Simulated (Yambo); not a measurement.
Ba₂ScNbO₆ (space group Fm-3m, No. 225): one transition space (4×4×4 mesh, 17 valence and 11 conduction bands, Tamm-Dancoff) with different kernels in Yambo, on PBEsol orbitals; field along x. BSE alone uses the static screening with 91 bands and a 3 Ry block; its scissor and those of RPA and TDDFT come from G0W0, that of the TDHF-type run from bare exchange.

```
kernel                                   scissor (eV)  direct gap with it (eV)  lowest state (eV)
---------------------------------------  ------------  -----------------------  -----------------
BSE (screened electron-hole attraction)          1.58                     4.23                ___
RPA (no attraction)                              1.58                     4.23        4.23 (weak)
```

Task: What belongs in the gaps?

Result: 
- BSE (screened electron-hole attraction), lowest state (eV): 3.69 (dark)

RPA leaves the lowest state at the direct gap: no bound exciton. These are vertical excitations (zero momentum). Spin singlets only. Strong means a line over 3 % of the spectrum's maximum, dark under 0.03 %. Absolute energies carry the error of the G0W0 scissor, whose convergence isn't established. Convergence of the binding with the mesh was not shown.

Spin-orbit coupling is not included.

Geometry of the Materials Project entry, not relaxed at this level; primitive cell a = b = c = 5.8607 Å, α = β = γ = 60.00°.

The structure is a Materials Project entry; no match was found in the copy of COD used, and its stability was not checked.
